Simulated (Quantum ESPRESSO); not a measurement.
## Al4O4FN (finding a planted mistake in a log)

Simulated, not a measurement. The program is pw.x of Quantum ESPRESSO 7.5 (plane-wave density functional theory). The cell is made up: 10 atoms on a corundum lattice, with randomly drawn elements, strain and displacements, not relaxed. PseudoDojo standard norm-conserving files (v0.5 for PBE, v0.4.1 for LDA and PBEsol) set the functional; there is no spin polarisation, spin-orbit coupling or dispersion term, and the masses in the input are unused placeholders.

Intended input:

```
&control calculation='scf', pseudo_dir='./dojo.nc.sr.pbe.v0_5.standard.upf', outdir='./o', disk_io='medium', tprnfor=.true., tstress=.true. /
&system ibrav=0, nat=10, ntyp=4, nbnd=30, ecutwfc=84.00895049, nosym=.true., tot_charge=0,
 occupations='smearing', smearing='fd', degauss=0.0018374661
/
&electrons conv_thr=7.350e-09, electron_maxstep=60, /
ATOMIC_SPECIES
Al 1.0 Al.upf
F 1.0 F.upf
N 1.0 N.upf
O 1.0 O.upf
CELL_PARAMETERS angstrom
2.405 1.4168 4.3193
-2.5487 1.4177 4.398
-0.0711 -2.8525 4.3644
ATOMIC_POSITIONS angstrom
Al -0.0611 -0.1146 4.7096
Al -0.0791 -0.0553 1.8993
Al -0.0571 0.0265 8.539
Al -0.1684 0.0465 11.175
O -1.003 1.3073 7.7498
F -0.89 -1.6513 7.6319
O 1.5892 0.1685 7.5856
O 0.809 -1.4902 5.5496
O 0.7036 1.4446 5.3949
N -1.6791 -0.1125 5.4681
K_POINTS automatic
5 5 5 1 1 1
```

The log is shortened where brackets say so; the opening notice, blank lines, dates and the lines on written files are dropped, and the path of the files is cut. It prints rydbergs, bohrs and kilobars, and counts compression as positive stress. Where no state is partly filled, the Fermi energy that it prints is only some level between the filled and the empty states on the mesh, and need not lie in the true gap.

Log of the intended run:

```
     Program PWSCF v.7.5
     Parallel version (MPI & OpenMP), running on       1 processor cores
     Number of MPI processes:                 1
     Threads/MPI process:                     1
     [start-up lines left out]
     bravais-lattice index     =            0
     lattice parameter (alat)  =       9.7184  a.u.
     unit-cell volume          =     622.2395 (a.u.)^3
     number of atoms/cell      =           10
     number of atomic types    =            4
     number of electrons       =        48.00
     number of Kohn-Sham states=           30
     kinetic-energy cutoff     =      84.0090  Ry
     charge density cutoff     =     336.0358  Ry
     scf convergence threshold =      7.3E-09
     mixing beta               =       0.7000
     number of iterations used =            8  plain     mixing
     Exchange-correlation= PBE
                           (   1   4   3   4   0   0   0)
     [axes and pseudopotential details left out]
   Cartesian axes
     site n.     atom                  positions (alat units)
         1        Al     tau(   1) = (  -0.0118808  -0.0222839   0.9157777  )
         2        Al     tau(   2) = (  -0.0153809  -0.0107530   0.3693173  )
         3        Al     tau(   3) = (  -0.0111030   0.0051529   1.6604013  )
         4        Al     tau(   4) = (  -0.0327452   0.0090419   2.1729692  )
         5        O      tau(   5) = (  -0.1950325   0.2542034   1.5069420  )
         6        F      tau(   6) = (  -0.1730597  -0.3210939   1.4840165  )
         7        O      tau(   7) = (   0.3090186   0.0327647   1.4750135  )
         8        O      tau(   8) = (   0.1573094  -0.2897681   1.0791150  )
         9        O      tau(   9) = (   0.1368144   0.2809012   1.0490337  )
        10        N      tau(  10) = (  -0.3264996  -0.0218755   1.0632674  )
     number of k points=    63  Fermi-Dirac smearing, width (Ry)=  0.0018
                       cart. coord. in units 2pi/alat
        k(    1) = (   0.0018742   0.0001592   0.1179683), wk =   0.0320000
        k(    2) = (   0.0030746  -0.2406266   0.1962815), wk =   0.0320000
     [further k points left out]
     Dense  grid:    64731 G-vectors     FFT dimensions: (  60,  60,  60)
     Estimated max dynamical RAM per process >      90.21 MB
     Initial potential from superposition of free atoms
     starting charge      47.9902, renormalised to      48.0000
     Starting wfcs are   40 randomized atomic wfcs
     total cpu time spent up to now is       11.5 secs
     per-process dynamical memory:    59.6 Mb
     Self-consistent Calculation
     iteration #  1     ecut=    84.01 Ry     beta= 0.70
     Davidson diagonalization with overlap
     ethr =  1.00E-02,  avg # of iterations =  3.3
     total cpu time spent up to now is       34.7 secs
     total energy              =    -220.90461095 Ry
     estimated scf accuracy    <       2.35588405 Ry
     iteration #  2     ecut=    84.01 Ry     beta= 0.70
     Davidson diagonalization with overlap
     ethr =  4.91E-03,  avg # of iterations =  2.3
     total cpu time spent up to now is       58.1 secs
     total energy              =    -221.56548546 Ry
     estimated scf accuracy    <       1.76272247 Ry
     [iterations 3 to 11 left out]
     iteration # 12     ecut=    84.01 Ry     beta= 0.70
     Davidson diagonalization with overlap
     ethr =  1.10E-10,  avg # of iterations =  2.0
     total cpu time spent up to now is      280.5 secs
     total energy              =    -221.89544405 Ry
     estimated scf accuracy    <       0.00000002 Ry
     iteration # 13     ecut=    84.01 Ry     beta= 0.70
     Davidson diagonalization with overlap
     ethr =  4.64E-11,  avg # of iterations =  2.0
     total cpu time spent up to now is      298.3 secs
     End of self-consistent calculation
     [lines on levels left out]
     the Fermi energy is    10.1284 ev
!    total energy              =    -221.89544406 Ry
     estimated scf accuracy    <          1.6E-09 Ry
     smearing contrib. (-TS)   =       0.00000000 Ry
     internal energy E=F+TS    =    -221.89544406 Ry
     The total energy is F=E-TS. E is the sum of the following terms:
     one-electron contribution =     -46.99510704 Ry
     hartree contribution      =      57.54963224 Ry
     xc contribution           =     -60.37763697 Ry
     ewald contribution        =    -172.07233229 Ry
     convergence has been achieved in  13 iterations
     Forces acting on atoms (cartesian axes, Ry/au):
     atom    1 type  1   force =     0.04861499   -0.01883238    0.02946889
     atom    2 type  1   force =     0.08484297   -0.07865573   -0.05762403
     atom    3 type  1   force =     0.05252216    0.04579048    0.05790991
     atom    4 type  1   force =    -0.06238536   -0.00105141   -0.06229805
     atom    5 type  4   force =    -0.06124246    0.07036556   -0.04573460
     atom    6 type  2   force =     0.01429929    0.04059551    0.01682890
     atom    7 type  4   force =     0.01751472   -0.04585483   -0.00034736
     atom    8 type  4   force =     0.04213798   -0.01037823   -0.00045761
     atom    9 type  4   force =    -0.03227403    0.04034319   -0.01173524
     atom   10 type  3   force =    -0.10403027   -0.04232216    0.07398919
     Total force =     0.272749     Total SCF correction =     0.000012
     Computing stress (Cartesian axis) and pressure
          total   stress  (Ry/bohr**3)                   (kbar)     P=       -9.56
  -0.00015474  -0.00030615   0.00046948          -22.76      -45.04       69.06
  -0.00030615  -0.00031675   0.00024615          -45.04      -46.59       36.21
   0.00046948   0.00024615   0.00027642           69.06       36.21       40.66
     init_run     :     10.62s CPU     11.38s WALL (       1 calls)
     electrons    :    277.40s CPU    286.80s WALL (       1 calls)
     forces       :      2.99s CPU      3.03s WALL (       1 calls)
     stress       :     11.38s CPU     11.43s WALL (       1 calls)
     [timing details left out]
     PWSCF        :   5m 2.55s CPU   5m13.00s WALL
     JOB DONE.
```

A second run was made from an input with one planted mistake. Its log:

```
     Program PWSCF v.7.5
     Parallel version (MPI & OpenMP), running on       4 processor cores
     Number of MPI processes:                 4
     Threads/MPI process:                     1
     [start-up lines left out]
     bravais-lattice index     =            0
     lattice parameter (alat)  =       9.7184  a.u.
     unit-cell volume          =     622.2395 (a.u.)^3
     number of atoms/cell      =           10
     number of atomic types    =            4
     number of electrons       =        48.00
     number of Kohn-Sham states=           30
     kinetic-energy cutoff     =      84.0090  Ry
     charge density cutoff     =     336.0358  Ry
     scf convergence threshold =      7.3E-09
     mixing beta               =       0.7000
     number of iterations used =            8  plain     mixing
     Exchange-correlation= PBE
                           (   1   4   3   4   0   0   0)
     [axes and pseudopotential details left out]
   Cartesian axes
     site n.     atom                  positions (alat units)
         1        Al     tau(   1) = (  -0.0118808  -0.0222839   0.9157777  )
         2        Al     tau(   2) = (  -0.0153809  -0.0107530   0.3693173  )
         3        Al     tau(   3) = (  -0.0111030   0.0051529   1.6604013  )
         4        Al     tau(   4) = (  -0.0327452   0.0090419   2.1729692  )
         5        O      tau(   5) = (  -0.1950325   0.2542034   1.5069420  )
         6        N      tau(   6) = (  -0.1730597  -0.3210939   1.4840165  )
         7        O      tau(   7) = (   0.3090186   0.0327647   1.4750135  )
         8        O      tau(   8) = (   0.1573094  -0.2897681   1.0791150  )
         9        O      tau(   9) = (   0.1368144   0.2809012   1.0490337  )
        10        F      tau(  10) = (  -0.3264996  -0.0218755   1.0632674  )
     number of k points=    63  Fermi-Dirac smearing, width (Ry)=  0.0018
                       cart. coord. in units 2pi/alat
        k(    1) = (   0.0018742   0.0001592   0.1179683), wk =   0.0320000
        k(    2) = (   0.0030746  -0.2406266   0.1962815), wk =   0.0320000
     [further k points left out]
     Dense  grid:    64731 G-vectors     FFT dimensions: (  60,  60,  60)
     Estimated max dynamical RAM per process >     149.47 MB
     Estimated total dynamical RAM >     550.47 MB
     Initial potential from superposition of free atoms
     starting charge      47.9902, renormalised to      48.0000
     Starting wfcs are   40 randomized atomic wfcs
     total cpu time spent up to now is        2.7 secs
     per-process dynamical memory:   119.9 Mb
     Self-consistent Calculation
     iteration #  1     ecut=    84.01 Ry     beta= 0.70
     Davidson diagonalization with overlap
     ethr =  1.00E-02,  avg # of iterations =  3.3
     total cpu time spent up to now is        6.8 secs
     total energy              =    -220.70496459 Ry
     estimated scf accuracy    <       2.46446405 Ry
     iteration #  2     ecut=    84.01 Ry     beta= 0.70
     Davidson diagonalization with overlap
     ethr =  5.13E-03,  avg # of iterations =  2.9
     total cpu time spent up to now is       10.8 secs
     total energy              =    -221.29007917 Ry
     estimated scf accuracy    <       2.29158558 Ry
     [iterations 3 to 11 left out]
     iteration # 12     ecut=    84.01 Ry     beta= 0.70
     Davidson diagonalization with overlap
     ethr =  2.13E-11,  avg # of iterations =  4.0
     total cpu time spent up to now is       50.6 secs
     total energy              =    -221.76068744 Ry
     estimated scf accuracy    <          9.4E-09 Ry
     iteration # 13     ecut=    84.01 Ry     beta= 0.70
     Davidson diagonalization with overlap
     ethr =  1.95E-11,  avg # of iterations =  2.0
     total cpu time spent up to now is       53.8 secs
     End of self-consistent calculation
     [lines on levels left out]
     the Fermi energy is    10.2724 ev
!    total energy              =    -221.76068744 Ry
     estimated scf accuracy    <          1.1E-09 Ry
     smearing contrib. (-TS)   =      -0.00000000 Ry
     internal energy E=F+TS    =    -221.76068744 Ry
     The total energy is F=E-TS. E is the sum of the following terms:
     one-electron contribution =     -46.98968752 Ry
     hartree contribution      =      57.38027689 Ry
     xc contribution           =     -60.32238942 Ry
     ewald contribution        =    -171.82888739 Ry
     convergence has been achieved in  13 iterations
     Forces acting on atoms (cartesian axes, Ry/au):
     atom    1 type  1   force =     0.10178320    0.08755322   -0.16768520
     atom    2 type  1   force =    -0.03565378    0.13340884    0.14994246
     atom    3 type  1   force =    -0.06963018   -0.17476454   -0.17012206
     atom    4 type  1   force =    -0.02536361   -0.12709176    0.16236115
     atom    5 type  4   force =    -0.02108400    0.03589528   -0.02511691
     atom    6 type  3   force =     0.01079089    0.06500483    0.03012234
     atom    7 type  4   force =     0.02747693   -0.07713816    0.00457069
     atom    8 type  4   force =     0.08341307    0.02657548   -0.01921802
     atom    9 type  4   force =    -0.00738595    0.03398104   -0.00260532
     atom   10 type  2   force =    -0.06434658   -0.00342424    0.03775087
     Total force =     0.473657     Total SCF correction =     0.000013
     Computing stress (Cartesian axis) and pressure
          total   stress  (Ry/bohr**3)                   (kbar)     P=       -0.54
  -0.00009867   0.00021062  -0.00009908          -14.51       30.98      -14.57
   0.00021062  -0.00006733   0.00015873           30.98       -9.90       23.35
  -0.00009908   0.00015873   0.00015500          -14.57       23.35       22.80
     init_run     :      2.55s CPU      2.64s WALL (       1 calls)
     electrons    :     50.90s CPU     51.07s WALL (       1 calls)
     forces       :      0.71s CPU      0.71s WALL (       1 calls)
     stress       :      2.38s CPU      2.38s WALL (       1 calls)
     [timing details left out]
     PWSCF        :     56.63s CPU     56.92s WALL
     JOB DONE.
```

Question: what was wrong in the second input?

Answer: two atoms have their elements exchanged. The input lines that differ, file-writing options aside:

```
- F -0.89 -1.6513 7.6319
+ N -0.89 -1.6513 7.6319
- N -1.6791 -0.1125 5.4681
+ F -1.6791 -0.1125 5.4681
```

|  | intended run | run with the mistake |
| --- | --- | --- |
| free energy (eV) | -3019.041 | -3017.208 |
| smearing term -TS (eV) | 0.0000 | 0.0000 |
| pressure (GPa) | -0.96 | -0.05 |
| largest force component (eV/Å) | 2.675 | 4.493 |
| largest change of a force component (eV/Å) |  | 5.863 |
| iterations | 13 | 13 |

For scale, a rerun of the intended cell at a cutoff of 1437 eV and k mesh 7 x 7 x 7 moved values by no more than 0.003 eV in energy, 0.02 GPa in stress and 0.002 eV/Å in force.